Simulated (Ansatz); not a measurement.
Ti:
```
CELL_PARAMETERS angstrom
      4.51457     0.00000     0.00000
     -2.25729     3.90974     0.00000
      0.00000     0.00000     2.79933
ATOMIC_POSITIONS crystal
  Ti 0.00000 0.00000 0.00000
  Ti 0.33333 0.66667 0.50000
  Ti 0.66667 0.33333 0.50000
```

Relaxed with PBEsol. Special points in fractions of this cell's reciprocal vectors: Γ (0.000, 0.000, 0.000); M (0.500, 0.000, 0.000); K (0.333, 0.333, 0.000); A (0.000, 0.000, 0.500); L (0.500, 0.000, 0.500); H (0.333, 0.333, 0.500).

Problem. List the band energies nearest the Fermi level at these points for PBEsol (plane waves, PAW; program Ansatz).

Solution. In eV from the Fermi level; about four levels below and three above (degenerate sets whole), none deeper than 8.9 eV; points with the same levels are listed once.

```
k                                below                above
-  -----------------------------------  -------------------
Γ        -0.72 -0.72 -0.62 -0.62 -0.01       0.71 1.34 1.34
M              -2.72 -0.45 -0.43 -0.37       0.05 0.56 1.05
K        -3.17 -3.17 -0.32 -0.32 -0.08       0.10 0.43 0.43
A  -2.22 -2.22 -2.22 -1.73 -1.71 -1.71  1.09 1.09 1.31 1.31
L              -1.79 -1.24 -0.69 -0.67       0.35 0.84 1.03
H        -1.47 -1.47 -1.15 -1.15 -1.01  0.67 0.67 0.80 0.80
```

Space group P6/mmm. This is a known high-pressure phase of the composition, computed here at zero pressure and temperature. The PBEsol relaxation kept the symmetry of its start; whether a distortion lowers the energy is not shown. No spin polarisation was allowed.

Potentials: the later of the program's two PAW sets.
